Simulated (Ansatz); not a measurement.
**Relaxing a structure of Hf**

The start is a relaxed Hf cell, doubled along one cell vector, shaken by Gaussian noise of σ = 0.08 Å a coordinate. A full variable-cell relaxation at zero pressure is run with PBEsol (plane waves to 420 eV, PAW, scalar-relativistic; Ansatz, an electronic-structure program). The first steps use a coarse 12×12×2 k-mesh.

Initial structure:
```
CELL_PARAMETERS angstrom
      3.15792     0.00000     0.00000
     -1.57896     2.73484     0.00000
      0.00000     0.00000    20.13544
ATOMIC_POSITIONS crystal
  Hf 0.03543 0.01429 0.00006
  Hf 0.96386 0.96503 0.50105
  Hf 0.99435 0.95085 0.24919
  Hf 0.97931 0.00377 0.75102
  Hf 0.28866 0.68367 0.12355
  Hf 0.29279 0.67008 0.62553
  Hf 0.65252 0.39299 0.37074
  Hf 0.68594 0.32023 0.87267
```

Q: Is the parent structure recovered?

A: The parent structure is recovered, P6₃/mmc (No. 194).

Q: How do the shortest distances between atoms change?

A: The closest pairs of elements (up to four, under 3.6 Å), start → end: Hf–Hf 2.89 → 3.11 Å.

Q: What band gap does the relaxed structure have at this level?

A: Zero (metallic).

Final structure:

```cif
data_Hf4
_chemical_formula_sum 'Hf4'
_space_group_name_H-M_alt 'P63/mmc'
_space_group_IT_number 194
_space_group_name_Hall '-P 6c 2c'
_cell_length_a 3.15790
_cell_length_b 3.15790
_cell_length_c 10.06771
_cell_angle_alpha 90.000
_cell_angle_beta 90.000
_cell_angle_gamma 120.000
loop_
_atom_site_label
_atom_site_type_symbol
_atom_site_symmetry_multiplicity
_atom_site_Wyckoff_symbol
_atom_site_fract_x
_atom_site_fract_y
_atom_site_fract_z
_atom_site_occupancy
Hf1 Hf 2 a 0.00000 0.00000 0.00000 1
Hf2 Hf 2 d 0.66667 0.33333 0.25000 1
```

Final values are on a 17×17×5 k-mesh of the relaxed cell. No spin polarisation in the result.

The relaxed structure here is a generated cell of Hf: the first start was made by placing the elements on the sites of a structure type, and the end was not matched to a known phase here, so it may be hypothetical. A known form of Hf has the same space group; whether the sites agree was not checked.
